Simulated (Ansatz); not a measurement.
**Surface calculation: hcp Ti (0001), 5 layers**

The slab is cut from the hcp crystal, the stable phase, as relaxed on PAW files (17.40 Å³/atom), with 16 Å of vacuum and a dipole correction:

```xyz
5
Lattice="2.9399 0.0000 0.0000 -1.4700 2.5461 0.0000 0.0000 0.0000 25.2957" Properties=species:S:1:pos:R:3 pbc="T T T"
Ti    0.0000    0.0000    8.0000
Ti    0.0000    1.6974   10.3239
Ti    0.0000    0.0000   12.6478
Ti    0.0000    1.6974   14.9718
Ti    0.0000    0.0000   17.2957
```

Computed with Ansatz 0.2.0; functional PBE, scalar-relativistic. Settings: a Γ-centred 13×13×1 k mesh, Fermi–Dirac smearing of 0.05 eV, no spin polarisation. Methods: LAPW: all electrons, basis error target 1 meV/atom; PAW: frozen-core files, cutoff 420 eV.

The bulk energy comes from a cell in the slab's orientation on a 13×13×7 mesh. The surface energy is (E(slab) − N·E(bulk))/2A at zero smearing, the mean of both faces; thin slabs carry quantum-size effects.

**Question.** As cut, the LAPW slab lies 1.959 eV above 5 atoms of bulk. What surface energy is that?

**Answer.** Over two faces of 7.49 Å² it is 130.9 meV/Å², and times 16.02 J/m² per eV/Å² that gives γ = 2.097 J/m².

**Question.** What do relaxation and the other method give, and what work function comes out?

**Answer.** 

```json
{"method": "LAPW", "γ as cut (J/m²)": "2.097", "γ relaxed (J/m²)": "1.966", "Φ as cut (eV)": "4.48", "Φ relaxed (eV)": "4.45"}
{"method": "PAW", "γ as cut (J/m²)": "2.095", "γ relaxed (J/m²)": "1.963", "Φ as cut (eV)": "4.48", "Φ relaxed (eV)": "4.45"}
```

**Question.** How do the spacings between the planes relax?

**Answer.** From the bottom face up: d12 -7.2 % of 2.324 Å, d23 +2.3 % of 2.324 Å, d34 +2.3 % of 2.324 Å, d45 -7.2 % of 2.324 Å.

**Question.** What changes if the images along the normal are cut off in place of the dipole correction?

**Answer.** LAPW then gives: no gap, work function 4.45 eV; PAW: no gap, work function 4.45 eV.

**Question.** What changes if the vacuum is set to 22 Å?

**Answer.** LAPW then gives: no gap, work function 4.45 eV; PAW: no gap, work function 4.45 eV.
